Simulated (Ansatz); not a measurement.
Geometry optimisation in Ansatz: input, command and trajectory.

```yaml
crystal:
  lattice:
    - [3.9822474694, 0.0, 0.0]
    - [-1.9911237347, 3.4487274727, 0.0]
    - [0.0, 0.0, 16.8832881413]
  atoms:
    - { symbol: In, position: [0.3333333333, 0.6666666667, 0.1682610745] }
    - { symbol: In, position: [0.6666666667, 0.3333333333, 0.6682610745] }
    - { symbol: In, position: [0.3333333333, 0.6666666667, 0.3317389255] }
    - { symbol: In, position: [0.6666666667, 0.3333333333, 0.8317389255] }
    - { symbol: Se, position: [0.3333333333, 0.6666666667, 0.5941941306] }
    - { symbol: Se, position: [0.6666666667, 0.3333333333, 0.0941941306] }
    - { symbol: Se, position: [0.3333333333, 0.6666666667, 0.9058058694] }
    - { symbol: Se, position: [0.6666666667, 0.3333333333, 0.4058058694] }
basis:
  ecutwfc: 500
kpoints:
  mp_grid: { grid: [12, 12, 2] }
hamiltonian:
  xc: r2scan
scf:
  occupations: { method: gaussian, width: 0.02 }
output:
  forces: true
  stress: true
  eigenvalues: true
relax:
  adjacent_minimum: "off"
  f_tol: 0.01
  max_steps: 30
  cell: { stress_tol: 0.1, fix: [volume] }
```

```bash
ansatz run input.yaml --threads 2 --pin off --max-ram 5120MiB --backend cpu --events-out ev --progress --plain --runs-dir out
```

Computed with DFT r2SCAN, scalar-relativistic, plane waves, PAW (Ansatz 0.2.0).

The volume is held at 0.94 times that of the relaxed cell.

Of 5 frames 4 are shown, positions in Å and forces in eV/Å; the SCF threshold varies from step to step. Steps run on the plane waves of an earlier cell, with a Pulay correction in the pressure. The basis is chosen afresh for the last frame, the zero of the energies, and at times for earlier ones too; energy and pressure step there, also at an unchanged geometry. The mark taken_back stands on steps that the optimiser undid.

```xyz
8
Lattice="3.9822 0.0000 0.0000 -1.9911 3.4487 0.0000 0.0000 0.0000 16.8833" Properties=species:S:1:pos:R:3:forces:R:3 pbc="T T T" step=1 free_energy_over_end_meV_per_atom=2.66 pressure_GPa=2.41
In    0.0000    2.2992    2.8408    0.0000    0.0000    0.1135
In    1.9911    1.1496   11.2824    0.0000    0.0000    0.1135
In    0.0000    2.2992    5.6008    0.0000    0.0000   -0.1135
In    1.9911    1.1496   14.0425    0.0000    0.0000   -0.1135
Se    0.0000    2.2992   10.0320    0.0000    0.0000   -0.2512
Se    1.9911    1.1496    1.5903    0.0000    0.0000   -0.2512
Se    0.0000    2.2992   15.2930    0.0000    0.0000    0.2512
Se    1.9911    1.1496    6.8513    0.0000    0.0000    0.2512
8
Lattice="4.0021 0.0000 0.0000 -2.0010 3.4659 0.0000 0.0000 0.0000 16.7163" Properties=species:S:1:pos:R:3:forces:R:3 pbc="T T T" step=2 free_energy_over_end_meV_per_atom=7.71 pressure_GPa=0.24 taken_back
In    0.0000    2.3106    2.7617    0.0000    0.0000    0.0098
In    2.0010    1.1553   11.1199    0.0000    0.0000    0.0098
In    0.0000    2.3106    5.5964    0.0000    0.0000   -0.0098
In    2.0010    1.1553   13.9546    0.0000    0.0000   -0.0098
Se    0.0000    2.3106    9.8063    0.0000    0.0000    0.3960
Se    2.0010    1.1553    1.4482    0.0000    0.0000    0.3960
Se    0.0000    2.3106   15.2681    0.0000    0.0000   -0.3960
Se    2.0010    1.1553    6.9100    0.0000    0.0000   -0.3960
8
Lattice="3.9976 0.0000 0.0000 -1.9988 3.4620 0.0000 0.0000 0.0000 16.7542" Properties=species:S:1:pos:R:3:forces:R:3 pbc="T T T" step=3 free_energy_over_end_meV_per_atom=0.02 pressure_GPa=1.50
In    0.0000    2.3080    2.7993    0.0000    0.0000    0.0290
In    1.9988    1.1540   11.1764    0.0000    0.0000    0.0290
In    0.0000    2.3080    5.5778    0.0000    0.0000   -0.0290
In    1.9988    1.1540   13.9549    0.0000    0.0000   -0.0290
Se    0.0000    2.3080    9.9066    0.0000    0.0000   -0.0058
Se    1.9988    1.1540    1.5295    0.0000    0.0000   -0.0058
Se    0.0000    2.3080   15.2246    0.0000    0.0000    0.0058
Se    1.9988    1.1540    6.8475    0.0000    0.0000    0.0058
8
Lattice="3.9989 0.0000 0.0000 -1.9994 3.4631 0.0000 0.0000 0.0000 16.7434" Properties=species:S:1:pos:R:3:forces:R:3 pbc="T T T" step=5 free_energy_over_end_meV_per_atom=0.00 pressure_GPa=1.49
In    0.0000    2.3087    2.7982    0.0000    0.0000    0.0065
In    1.9994    1.1544   11.1699    0.0000    0.0000    0.0065
In    0.0000    2.3087    5.5735    0.0000    0.0000   -0.0065
In    1.9994    1.1544   13.9451    0.0000    0.0000   -0.0065
Se    0.0000    2.3087    9.9002    0.0000    0.0000   -0.0009
Se    1.9994    1.1544    1.5285    0.0000    0.0000   -0.0009
Se    0.0000    2.3087   15.2148    0.0000    0.0000    0.0009
Se    1.9994    1.1544    6.8431    0.0000    0.0000    0.0009
```

Time: 3.5 min on 2 threads of Arm Neoverse V2, with other jobs on the host, peak memory 1.2 GiB.

The cell holds layers, and r2SCAN describes their binding at middle range but leaves out its long-range dispersion part.